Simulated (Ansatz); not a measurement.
# Li (bcc)

Level of theory: DFT, PBE, scalar-relativistic, no spin polarisation; plane waves to 420 eV with PAW datasets (Ansatz 0.2.0), Γ-centred 16×16×16 mesh, 0.05 eV Gaussian smearing; PAW files: Ansatz's generated set soft_2.

Space group Im-3m (No. 229). a = 3.436 Å, b = 3.436 Å, c = 3.436 Å, α = 90.00°, β = 90.00°, γ = 90.00°
| atom | site | symmetry | x | y | z |
| --- | --- | --- | --- | --- | --- |
| Li | 2a | m-3m | 0.0000 | 0.0000 | 0.0000 |

The cell is relaxed to zero pressure at this level.

The run used a cell of 1 atoms; the mesh refers to it.

| Property | Result |
| --- | --- |
| Volume | 20.29 Å³/atom |

Question: What does PBE give for the band gap?

Answer: zero (metallic).

With 3 valence electrons in the calculation's cell and no magnetic order, the bands, two electrons each, can't all be full or empty: band theory demands a metal.

**The experiment.** The Crystallography Open Database holds a measured cell of cubic Li (space group Im-3m) at 293 K (1963): a = 3.509 Å, 21.61 Å³/atom.

**Comparison.** The computed cell (3.436 Å, 20.29 Å³/atom) differs from the database's by −6.1 % in volume, about −2.1 % in length. PBE more often overestimates volumes; a smaller cell is partly the thermal expansion and zero-point motion that the static lattice lacks.
